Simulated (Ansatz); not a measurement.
Pt (fcc, Cu type)

```
CELL_PARAMETERS angstrom
      0.00000     3.97027     3.97027
      1.98513     0.00000     1.98513
      1.98513     1.98513     0.00000
ATOMIC_POSITIONS crystal
  Pt 0.00000 0.00000 0.00000
  Pt 0.50000 0.00000 0.00000
```

The atoms are displaced by Q × the pattern below (from a DFPT mode at L = (0.5, 0.0, 0.0), largest move 1; Q in Å), at fixed cell. It is one choice among 2 degenerate patterns. (q is in reciprocal vectors of the primitive cell; the cell shown is doubled to hold the pattern.)

```json
[
 {"atom": "Pt1", "x": "-0.285", "y": "0.520", "z": "-0.805"},
 {"atom": "Pt2", "x": "0.285", "y": "-0.520", "z": "0.805"}
]
```

Level of theory: PBE (plane waves to 420 eV, PAW, scalar-relativistic; Ansatz, a program for electronic structure). k mesh 10×20×20 (Γ-centred), Fermi-Dirac smearing 0.05 eV. Energies are smeared free energies. With partly filled bands, energies and forces of such displacements shift with the k mesh and the smearing. Pt is run without spin polarisation. Pt was relaxed with its symmetry unable to fall. Spin-orbit coupling is left out, though Pt is heavy. The zero of ΔE is the undisplaced structure. The last digit holds for this mesh only.

```tsv
Q (Å)	ΔE (meV/cell)
-0.1000	withheld
-0.0833	38.09
-0.0667	24.90
-0.0500	14.23
-0.0333	6.40
-0.0167	1.61
0.0000	0.00
0.0167	1.61
0.0333	6.40
0.0500	14.23
0.0667	24.90
0.0833	38.09
0.1000	withheld
```

Task: Fit an even polynomial form (powers 2, 4) to the given rows and predict ΔE at Q = -0.1000.

Result: Least squares on the 11 given rows: ΔE = (5802)·Q² + (-45240)·Q⁴, in meV/cell with Q in Å; root-mean-square residual 0.013 meV/cell. At -0.1000 the fit gives 53.50 meV/cell; the calculation gives 53.47 meV/cell, so the extrapolation is off by 0.03 (+0.1 %). The quadratic term alone would give 58.02 meV/cell.

(For displaced atoms, the force is minus the slope of the energy, and its curvature is a force constant, which sets phonon frequencies.)
